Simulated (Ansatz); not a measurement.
According to PBEsol (plane waves, PAW; program Ansatz), SiGe3 in the tetragonal phase (P-4m2; Si on 1a, Ge on 2g, Ge on 1c) relaxes to a = 3.967 Å, c = 5.594 Å. Si has 4 nearest neighbours from 2.41 Å (tetrahedral); Ge on 2g has 4 nearest neighbours from 2.41 Å (tetrahedral); Ge on 1c has 4 nearest neighbours from 2.45 Å (tetrahedral). Its formation energy from the elements is 0.013 eV/atom, with no fitted shifts.

It is gapped at this level: 0.22 eV (indirect). The valence maximum lies at Γ and the conduction minimum at R (2 equivalent valleys). The screened hybrid HSE06 puts the gap at 0.94 eV. Gap from PBEsol with spin–orbit coupling: 0.14 eV. Electrons at the band edge weigh 0.069, 0.099, 0.20 mₑ (principal values).

The bulk modulus is 74.0 GPa. The relaxed-ion elastic constants in GPa are C11 = 154, C12 = 22.4, C13 = 48.6, C33 = 126, C44 = 64.8, C66 = 39.7. The elastic constants imply a Debye temperature near 398 K. Perturbation theory gives ε∞ = 17.7 (xx = yy), 17.6 (zz). Born charges are Si -0.01, Ge -0.08 to +0.17 e. Without the LO–TO term the highest mode at Γ lies at 392 cm⁻¹.

The start of the workflow was typed in or built on a structure type; neither database checked (COD, Materials Project) lists it. Whether it is the stable phase at ambient conditions was not checked. The cell was relaxed with PBEsol under the symmetry of its start; whether a distortion lowers the energy is not shown. The references are the lowest solids computed at this level, not always the standard phases. Spin–orbit coupling is left out wherever it is not named.

Potentials: the later of the program's two PAW sets.
